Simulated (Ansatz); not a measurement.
Values for one crystal, relaxed and computed with plane-wave PAW LDA (Ansatz code); other levels are named.

Volume per atom: 11.35 Å³
Band gap: 3.60 eV (indirect)
Smallest direct gap on the standard path: 3.69 eV
Formation energy from the elements (no fitted shifts): -3.63 eV/atom
Conduction-band minimum: at Y2 (k = 0.500, 0.000, 0.000 in fractions of the reciprocal vectors)
Electron effective mass: 0.91, 0.96, 9.8 mₑ (principal values)
Valence-band maximum: at Γ

Question: Pick the material that matches.
(A) ZrO2, P2_1/c (Zr on 4e, O on 4e, O on 4e)
(B) SiO2, Ama2 (Si on 8c, O on 4a, O on 8c, O on 4b)
(C) WO3, P6/mmm (W on 3f, O on 6l, O on 3g)
(D) SiO2, P4_12_12 (Si on 4a, O on 8b)

Answer: A, ZrO2, P2_1/c (Zr on 4e, O on 4e, O on 4e)

Symmetry was held in the LDA relaxation. The run is not spin-polarised. The references are the lowest solids computed at this level, not always the standard phases (solids in place of the gases). Spin–orbit coupling is left out wherever it is not named.

Potentials: the later of the program's two PAW sets.
